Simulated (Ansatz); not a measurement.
Ge:
```
Ge
1.0
    0.00000     2.86032     5.07366
    2.58977     0.00000     5.07366
    2.58977     2.86032     0.00000
Ge
4
Direct
  0.78463   0.78463   0.21537
  0.21537   0.21537   0.78463
  0.27483   0.72517   0.27483
  0.72517   0.27483   0.72517
```

Relaxed with r²SCAN. Special points in fractions of this cell's reciprocal vectors: Γ (0.000, 0.000, 0.000); Y (0.500, 0.000, 0.500); C0 (0.500, 0.110, 0.610); A0 (0.500, 0.890, 0.390); Z (0.500, 0.500, 0.000); B0 (0.976, 0.500, 0.476); D0 (0.024, 0.500, 0.524); T (0.000, 0.500, 0.500); G0 (0.077, 0.577, 0.500); H0 (0.923, 0.423, 0.500); L (0.500, 0.500, 0.500).

Problem. List the band energies nearest the Fermi level at these points for r²SCAN with spin–orbit coupling (plane waves, PAW; program Ansatz).

Solution. In eV from the Fermi level; about four levels below and three above (degenerate sets whole), none deeper than 8.9 eV; points with the same levels are listed once.

```tsv
k	below	above
Γ	-2.00 -2.00 -1.72 -1.72	3.20 3.20 4.20 4.20
Y	-1.44 -1.44 -0.85 -0.85	3.89 3.89 5.42 5.42
C0	-1.18 -1.18 -0.46 -0.46	3.09 3.09 4.16 4.16
Z	-1.99 -1.99 -0.38 -0.38	0.74 0.74 1.27 1.27
B0	-2.26 -2.26 -2.00 -2.00	3.07 3.07 3.97 3.97
T	-2.27 -2.27 -2.01 -2.01	3.05 3.05 4.04 4.04
G0	-2.17 -2.17 -1.72 -1.72	3.25 3.25 3.53 3.53
L	-1.79 -1.79 -1.02 -1.02	0.80 0.80 1.06 1.06
```

Space group Fmmm. The workflow started from a Materials Project entry (that database holds measured and hypothetical structures alike); the Crystallography Open Database copy checked does not list it. It is not the phase usual at ambient conditions (space group No. 227). The cell was relaxed with r²SCAN under the symmetry of its start; phonons show weakly imaginary modes.

Potentials: the later of the program's two PAW sets.
